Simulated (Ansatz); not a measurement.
## LaMg2: reading a single point

```
CELL_PARAMETERS angstrom
3.10516 5.37830 0.00000
-3.10517 5.37830 0.00000
0.00000 0.00000 10.00383
ATOMIC_POSITIONS crystal
Mg 0.00000 0.00000 0.00000
Mg 0.00000 0.00000 0.50000
Mg 0.83300 0.83300 0.25000
Mg 0.16700 0.66600 0.75000
Mg 0.33400 0.83300 0.25000
Mg 0.16700 0.16700 0.75000
Mg 0.83300 0.33400 0.25000
Mg 0.66600 0.16700 0.75000
La 0.33330 0.33340 0.06300
La 0.66660 0.66670 0.56300
La 0.33330 0.33340 0.43700
La 0.66670 0.66670 0.93700
```

Method: r2SCAN, no spin polarisation; PAW, plane waves to 500 eV, 6×6×4 Γ-centred mesh, fermi-dirac occupations (width 0.0287 eV) (Ansatz 0.2.0), atoms fixed.

Task: What do density and ELF say about some of the short contacts?

Result: Mg–Mg at 3.08 Å: least valence density 0.11 e/Å³ and ELF 0.49 there. Mg–La at 3.61 Å: least valence density 0.09 e/Å³ and ELF 0.40 there. La–La at 3.74 Å: least valence density 0.06 e/Å³ and ELF 0.03 there. Both are smooth PAW fields, read partly inside the augmentation spheres.

Task: What does the stress say?

Result: The pressure is 0.7 GPa (compression positive), so with the atoms held at these fractions the cell would first expand.

Task: Which element gives electrons and which takes them?

Result: Bader charges in e: La +0.75, Mg -0.56 to +0.17. In the mean La gives up most and Mg takes most.

Task: What happens at the Fermi level?

Result: It is a metal, with about 12 states/eV a cell as the mean within 0.25 eV of the Fermi level.

Task: Where is the largest force?

Result: The largest is on Mg3 (and as large on other atoms): 0.15 eV/Å, components (0.00, -0.15, 0.00). It makes 126° with the line to a nearest neighbour, Mg1 at 3.08 Å.

Task: Is it stable against the elements?

Result: -0.13 eV an atom against the elements' usual phases (free molecules for gases, crystals otherwise, with no correction for O₂ or N₂), so it is bound against them; other compounds may still compete. Relaxing would lower it.

Origin: a known structure type with other elements, at an estimated volume, so it need not be a known compound. Caveats: f levels without a U or exact exchange are poorly placed.
